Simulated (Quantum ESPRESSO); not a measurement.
# Where does Cl sit best among Se sites?

These are calculations, not measurements. They come from pw.x of Quantum ESPRESSO 7.5, a plane-wave density functional program, with PseudoDojo standard norm-conserving files (v0.5 for PBE, v0.4.1 for LDA and PBEsol). The cells are made up: elements, strain and atom displacements were drawn at random, and nothing was relaxed. There is no spin polarisation, spin-orbit coupling or dispersion term.

The cell has 8 sites of a wurtzite lattice (rectangular cell). Sites 1 to 4 hold Mg Al Mg empty; sites 5 to 8 hold X X X X. Cell vectors in Å: (3.993, 0.013, -0.026); (0.022, 6.795, 0.107); (-0.042, 0.101, 6.492). Settings: PBE, cutoff 1170 eV, 7 x 6 x 6 k mesh shifted by half a step, Fermi-Dirac smearing of 0.1 eV.

In each run one of the sites marked X holds Cl and the others hold Se; cell and positions stay the same. E is the free energy of the cell.

```
site of the guest  first shell  mean distance (Å)  E above the lowest (eV)  P (GPa)  force on the guest (eV/Å)
                5          Mg3              2.512                    0.281     3.49                      0.377
                6         AlMg              2.472                    0.000     3.67                      1.397
                7        AlMg3              2.407                    2.030     3.41                      0.261
                8        Al2Mg              2.438                    1.851     4.19                      0.666
```

A rerun of one of these cells at 1467 eV and k mesh 9 x 8 x 8 moved values by no more than 0.004 eV in the cell's energy, 0.02 GPa in stress and 0.008 eV/Å in force.

## Reading the table

Site 6 is lowest, by 0.281 eV, over three times the rerun's bound. The first shells differ, so neighbours and distances change together and cannot be told apart here. The positions are random and not relaxed, so the differences hold for this frozen cell and are not site preferences of a real crystal.